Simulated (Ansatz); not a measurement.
A geometry of TaRu away from equilibrium: step 11 of the relaxation of a generated cell, TaRu placed in the AFLOW prototype AB_hP8_194_ad_f (B_i, as in TiAs). The numbers are results of PBEsol (plane waves to 420 eV, PAW, scalar-relativistic; Ansatz, an electronic-structure program), not measurements. Γ-centred k-mesh 11×11×3 on the run's cell (coarser than for final values), Fermi–Dirac smearing 0.05 eV.

```xyz
8
Lattice="3.0879 0.0000 0.0000 -1.5439 2.6742 0.0000 0.0000 0.0000 15.4285" Properties=species:S:1:pos:R:3:forces:R:3 pbc="T T T" free_energy=-62491.626 pressure_GPa=4.4
Ta     0.0000     1.7828     1.9544    0.0000    0.0000   -0.0053
Ta     1.5439     0.8914     9.6686    0.0000    0.0000   -0.0053
Ta     1.5439     0.8914    13.4742    0.0000    0.0000    0.0053
Ta     0.0000     1.7828     5.7599    0.0000    0.0000    0.0053
Ru     0.0000     0.0000     0.0000    0.0000    0.0000    0.0000
Ru     0.0000     0.0000     7.7143    0.0000    0.0000    0.0000
Ru     0.0000     1.7828    11.5714    0.0000    0.0000    0.0000
Ru     1.5439     0.8914     3.8571    0.0000    0.0000    0.0000
```

Positions in Å, forces in eV/Å, free energy of the cell in eV (comparable only within this code, potentials and settings). Largest force: 0.01 eV/Å, on Ta1, Ta2, Ta3, Ta4 (atoms numbered as listed); the geometry lies 0.05 eV/atom above the end of its relaxation.

No spin polarisation in the result.

The run could not lose the symmetry of its start: the end is stationary, and may be a saddle point rather than a minimum.

The end of the path is a generated cell of TaRu: the first start was made by placing the elements on the sites of a structure type, and the end was not matched to a known phase here, so it may be hypothetical.
